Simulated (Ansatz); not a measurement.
BeS:
```yaml
crystal:
  lattice:
    - [0.00000, 2.39805, 2.39805]
    - [2.39805, 0.00000, 2.39805]
    - [2.39805, 2.39805, 0.00000]
  atoms:
    - { symbol: Be, position: [0.00000, 0.00000, 0.00000] }
    - { symbol: S, position: [0.25000, 0.25000, 0.25000] }
```

Tensor components refer to the Cartesian frame of this cell.

Q: Give the high-frequency dielectric tensor and the Born effective charge tensors of the independent atoms from DFPT, DFT-LDA in the program Ansatz with PAW potentials.

A: 
ε∞:
```
5.43  0.00  0.00
0.00  5.43  0.00
0.00  0.00  5.43
```
Z* of atom 1 (Be), rows: field, columns: displacement, in e:
```
1.54  0.00  0.00
0.00  1.54  0.00
0.00  0.00  1.54
```
Z* of atom 2 (S), rows: field, columns: displacement, in e:
```
-1.54   0.00   0.00
 0.00  -1.54   0.00
 0.00   0.00  -1.54
```

Space group F-43m (zinc blende). Symmetry was held in the LDA relaxation.

Potentials: the earlier of the program's two PAW sets. The files were generated under PBE; for other functionals the program regenerates the frozen cores, and for LDA and PBEsol the local potential too.
